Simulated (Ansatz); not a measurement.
CaO:
Space group F-43m (No. 216); a = 5.2434 Å, b = 5.2434 Å, c = 5.2434 Å, α = 90.00°, β = 90.00°, γ = 90.00°

```csv
atom,site,symmetry,x,y,z
Ca,4a,-43m,0.0000,0.0000,0.0000
O,4d,-43m,0.7500,0.7500,0.7500
```
(The calculation used a cell of 2 atoms; values per cell refer to that cell.)

Relaxed with PBE.

Q: Which orbitals make up the states near the band edges in PBE (plane waves, PAW; program Ansatz)?

A: Top 1 eV of the valence band: O 2p 91 %, outside the projected shells 5 %. Bottom 1 eV of the conduction band: Ca 4s 71 %, O 2s 17 %, O 2p 8 %. Projections are on Löwdin-orthogonalised atomic valence shells; empty p or d shells of many metals are not among them.

Q: Tabulate the density of states.

A: States/eV per cell of 2 atoms, in 0.25 eV bins, energy from the valence-band maximum.

```
E (eV)  total  O 2p  Ca 4s  O 2s
------  -----  ----  -----  ----
-7.85    0.00  0.00   0.00  0.00
-7.60    0.00  0.00   0.00  0.00
-7.35    0.00  0.00   0.00  0.00
-7.10    0.00  0.00   0.00  0.00
-6.85    0.00  0.00   0.00  0.00
-6.60    0.00  0.00   0.00  0.00
-6.35    0.00  0.00   0.00  0.00
-6.10    0.00  0.00   0.00  0.00
-5.85    0.00  0.00   0.00  0.00
-5.60    0.00  0.00   0.00  0.00
-5.35    0.00  0.00   0.00  0.00
-5.10    0.00  0.00   0.00  0.00
-4.85    0.00  0.00   0.00  0.00
-4.60    0.00  0.00   0.00  0.00
-4.35    0.00  0.00   0.00  0.00
-4.10    0.00  0.00   0.00  0.00
-3.85    0.00  0.00   0.00  0.00
-3.60    0.00  0.00   0.00  0.00
-3.35    0.00  0.00   0.00  0.00
-3.10    0.00  0.00   0.00  0.00
-2.85    0.00  0.00   0.00  0.00
-2.60    0.00  0.00   0.00  0.00
-2.35    0.00  0.00   0.00  0.00
-2.10    0.00  0.00   0.00  0.00
-1.85    0.00  0.00   0.00  0.00
-1.60    0.00  0.00   0.00  0.00
-1.35    0.66  0.53   0.09  0.00
-1.10    3.58  2.92   0.41  0.03
-0.85    3.73  3.19   0.27  0.01
-0.60    2.33  2.12   0.07  0.00
-0.35    8.97  8.29   0.06  0.00
-0.10    4.74  4.47   0.01  0.00
0.15     0.00  0.00   0.00  0.00
0.40     0.00  0.00   0.00  0.00
0.65     0.00  0.00   0.00  0.00
0.90     0.00  0.00   0.00  0.00
1.15     0.00  0.00   0.00  0.00
1.40     0.00  0.00   0.00  0.00
1.65     0.00  0.00   0.00  0.00
1.90     0.00  0.00   0.00  0.00
2.15     0.00  0.00   0.00  0.00
2.40     0.00  0.00   0.00  0.00
2.65     0.00  0.00   0.00  0.00
2.90     0.00  0.00   0.00  0.00
3.15     0.00  0.00   0.00  0.00
3.40     0.02  0.00   0.01  0.00
3.65     0.05  0.00   0.03  0.01
3.90     0.07  0.01   0.05  0.01
4.15     0.09  0.01   0.07  0.01
4.40     0.12  0.01   0.09  0.02
4.65     0.16  0.02   0.11  0.02
4.90     0.99  0.03   0.17  0.02
5.15     1.88  0.09   0.38  0.03
5.40     2.06  0.17   0.65  0.05
5.65     1.98  0.22   0.77  0.06
5.90     0.56  0.06   0.20  0.01
6.15     0.01  0.00   0.00  0.00
6.40     0.90  0.06   0.11  0.01
6.65     3.23  0.22   0.34  0.02
6.90     1.59  0.05   0.06  0.00
7.15     1.33  0.02   0.03  0.00
7.40     0.81  0.01   0.01  0.00
7.65     1.45  0.02   0.01  0.00
7.90     2.55  0.04   0.01  0.00
8.15     1.97  0.02   0.01  0.00
```

The start of the workflow was typed in or built on a structure type; neither database checked (COD, Materials Project) lists it. It is not the phase usual at ambient conditions (space group No. 225). The cell was relaxed with PBE under the symmetry of its start; whether a distortion lowers the energy is not shown.

Potentials: the earlier of the program's two PAW sets.
